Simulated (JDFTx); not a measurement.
**Report: Tl(1 0 -1 0) in implicit electrolytes**

Tl(1 0 -1 0) slab cut from bulk Tl (space group P6_3/mmc, indices of the conventional cell, lattice of the Materials Project entry mp-82, not re-optimised): 6 atoms in 6 planes, a 1x1 cell of 19.75 Å² (|a| = 3.497, |b| = 5.647 Å), 7.1 Å between the outermost planes, cell height 23.1 Å, 6×4×1 k mesh, Fermi smearing 0.01 Ha, no spin polarisation.

Computed with a modified build of JDFTx: PBE, GBRV ultrasoft potentials, plane waves to 20/100 Ha. Outer atoms relaxed in vacuum, keeping the start's symmetry. The same nuclei were then put into each liquid, at zero charge and at set potentials or charges. The model has bare, unreconstructed faces and no explicit solvent. Potentials refer to SHE, placed 4.44 V below the bulk liquid's zero by convention. Convergence in thickness and k mesh wasn't tested for this slab.

In vacuum the work function is 3.60 eV, which would put the uncharged electrode at -0.84 V vs SHE if the liquid did nothing. Each liquid moves the Fermi level of the neutral slab, now counted from the bulk liquid: linear PCM (GLSSA13), water, 1 M NaF by 0.26 eV, to a potential of zero charge of -1.10 V; CANDLE, acetonitrile, 1 M NaCl by 0.24 eV, to a potential of zero charge of -1.08 V. Outside water the SHE scale is nominal.

Charging:

| liquid | U − U_pzc (V) | σ (μC/cm²) | σ/(U − U_pzc) (μF/cm²) | Δγ (mJ/m²) |
|---|---|---|---|---|
| linear PCM (GLSSA13), water | -0.90 | -14.8 | 17 | -68 |
| linear PCM (GLSSA13), water | -0.50 | -8.5 | 17 | -21 |
| linear PCM (GLSSA13), water | -0.23 | -4.0 | 18 | -5 |
| linear PCM (GLSSA13), water | -0.15 | -2.6 | 18 | -2 |
| linear PCM (GLSSA13), water | 0.50 | 9.6 | 19 | -24 |
| linear PCM (GLSSA13), water | 0.90 | 18.3 | 20 | -79 |

The mean capacitance runs from 17 to 20 μF/cm². Δγ, the grand free energy per area against the neutral surface, is negative throughout, since charging at a held potential lowers it. The cavity function reaches one half at 2.2 Å (linear PCM (GLSSA13), water), 3.7 Å (CANDLE, acetonitrile) above the top atoms; the models define their cavities differently. CANDLE's negatively charged runs are left out, as they depend on the cell height. No specific adsorption of ions or solvent is in these numbers.
